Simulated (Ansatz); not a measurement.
Computed with DFT PBE, scalar-relativistic, plane waves, PAW in Ansatz 0.2.0. All cells share a 420 eV cutoff and Γ-centred k meshes spaced at most about 0.3 Å⁻¹ (2π included). No spin polarisation in the final relaxations.

These are static total energies at zero pressure.

Compare these two cells of TePb3Se2, each relaxed at this level.

A.

```
CELL_PARAMETERS angstrom
-2.24606 2.24606 9.49582
2.24606 -2.24606 9.49582
2.24606 2.24606 -9.49582
ATOMIC_POSITIONS crystal
Te 0.00000 0.00000 0.00000
Pb 0.82806 0.82806 0.00000
Pb 0.50000 0.50000 0.00000
Pb 0.17194 0.17194 0.00000
Se 0.66632 0.66632 0.00000
Se 0.33368 0.33368 0.00000
```

B.

```
CELL_PARAMETERS angstrom
4.47785 0.00000 0.00000
-2.23893 3.87793 0.00000
0.00000 0.00000 10.97135
ATOMIC_POSITIONS crystal
Te 0.00000 0.00000 0.00000
Pb 0.66667 0.33333 0.81918
Pb 0.00000 0.00000 0.50000
Pb 0.33333 0.66667 0.18082
Se 0.33333 0.66667 0.66027
Se 0.66667 0.33333 0.33973
```

**Question.** Which arrangement of the elements on these sites is preferred, and by what margin?

**Answer.** B is lower, by 16 meV/atom. The two share one framework of sites and differ in which element sits where. A has Te and Se ordered on rock salt sites, space group I4/mmm (No. 139), 31.9 Å³/atom and a gap of 0.42 eV on its mesh; B has Te and Se ordered on rock salt sites, space group P-3m1 (No. 164), 31.8 Å³/atom and a gap of 0.57 eV. Counting Se or Te atoms around Pb (for each partner element, those within 1.25 times its shortest distance or 1.15 times the sum of covalent radii, where it is the nearest in units of that sum or under 1.3), A and B both have Pb 6. In A, around Te lie 6 Pb at 3.18–3.27 Å; around Pb on a site of symmetry 4mm lie 5 Se at 3.07–3.18 Å and 1 Te at 3.27 Å; Se has 6 Pb at 3.07–3.18 Å; 1 more site not described. In B, Te is surrounded by 6 Pb at 3.26 Å; Pb on a site of symmetry 3m is surrounded by 3 Se at 3.12 Å and 3 Te at 3.26 Å; around Se lie 6 Pb at 3.12–3.13 Å; 1 more site not described. Both come from invented guesses.

Spin–orbit coupling, which can matter for Pb and Te, is left out. Kohn–Sham gaps at this level usually fall short of measured ones. The missing spin–orbit coupling can work the other way here. Cells relaxed within their symmetry can be saddle points.
